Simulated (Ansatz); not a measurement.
# Sn₃PbSe₄ (Cmmm) at 4 levels of theory

One geometry, relaxed with PBE; plane waves with PAW potentials in Ansatz, scalar-relativistic unless the row names spin-orbit coupling. No spin polarisation but for the spin–orbit row. Gaps are the least over mesh and band path; pressure is positive in compression.

```
Sn Pb Se
1.0
     4.31502   -6.10276    0.00000
     4.31502    6.10276    0.00000
     0.00000    0.00000    4.31536
Sn Pb Se
3 1 4
Direct
  0.00000 0.50000 0.00000
  0.00000 0.00000 0.50000
  0.50000 0.00000 0.00000
  0.50000 0.50000 0.50000
  0.75532 0.75532 0.00000
  0.75263 0.24737 0.50000
  0.24468 0.24468 0.00000
  0.24737 0.75263 0.50000
```

```
                       level  cutoff (eV)  k mesh  gap (eV)  pressure (GPa)
                         PBE          420   6×6×8         0             0.0
                      r2SCAN          500   6×6×8         0            -1.0
PBE with spin-orbit coupling          420   6×6×8      0.07            -0.2
                      PBEsol          420   6×6×8         0            -2.8
```

Spin-orbit coupling matters for the bands of heavy elements and enters only rows that name it. The smearing is narrow for a metal on this mesh.

The cell was found from a structure generator's guess, not taken from experiment.
